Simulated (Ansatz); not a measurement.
KTaO3: computed DOS

```
CELL_PARAMETERS angstrom
3.98830 0.00000 0.00000
0.00000 3.98830 0.00000
0.00000 0.00000 3.98830
ATOMIC_POSITIONS crystal
K 0.50000 0.50000 0.50000
Ta 0.00000 0.00000 0.00000
O 0.50000 0.00000 0.00000
O 0.00000 0.50000 0.00000
O 0.00000 0.00000 0.50000
```

The cell comes from COD entry 2102087, which wasn't checked; take it as a given geometry.

Spin–orbit coupling is left out, though it moves levels of the heavy atoms by tenths of an eV or more.

The calculation used DFT, LDA, all-electron LAPW, scalar-relativistic in Ansatz 0.2.0.

Sampling and basis: a Γ-centred 5×5×5 k mesh, Fermi–Dirac smearing of 0.01 eV, basis error target 0.5 meV/atom, no spin polarisation.

States per eV and cell, averaged over 0.6 eV, from -5.2 to 3.6 eV, with energies (bin centres) from the valence-band top; empty bins are left out. The partial columns, the largest 5 alone, are projections on Löwdin-orthogonalised atomic shells (those that the program's projection atoms carry: the occupied ones and, for some elements, an empty d or f shell; other empty shells have no column), summed over atoms of an element. Weights on diffuse s and p shells depend on that basis and aren't pure angular character.

| E (eV) | total | O 2p | Ta 5d | Ta 6s | K 3p | O 2s |
| --- | --- | --- | --- | --- | --- | --- |
| -5.0 | 3.30 | 2.27 | 0.72 | 0.22 | 0.00 | 0.04 |
| -4.4 | 1.70 | 1.15 | 0.45 | 0.03 | 0.01 | 0.01 |
| -3.8 | 2.72 | 1.89 | 0.66 | 0.02 | 0.06 | 0.02 |
| -3.2 | 5.12 | 3.78 | 1.03 | 0.03 | 0.09 | 0.06 |
| -2.6 | 4.23 | 3.30 | 0.74 | 0.02 | 0.05 | 0.03 |
| -2.0 | 2.27 | 1.92 | 0.22 | 0.01 | 0.02 | 0.02 |
| -1.4 | 3.35 | 3.12 | 0.09 | 0.00 | 0.02 | 0.02 |
| -0.8 | 5.57 | 5.32 | 0.09 | 0.00 | 0.02 | 0.02 |
| -0.2 | 1.74 | 1.71 | 0.00 | 0.00 | 0.00 | 0.00 |
| 2.2 | 0.12 | 0.00 | 0.11 | 0.00 | 0.00 | 0.00 |
| 2.8 | 0.57 | 0.06 | 0.50 | 0.00 | 0.00 | 0.00 |
| 3.4 | 1.29 | 0.24 | 1.01 | 0.00 | 0.00 | 0.00 |

Which of the resolved shells contributes most in the top eV of the valence band?

O 2p, with 97 % of all states there; Ta 5d follows with 1 %.

Where is the centre of the filled Ta 5d states between -13 eV and the top of the filled states?

-3.67 eV from the valence-band top.
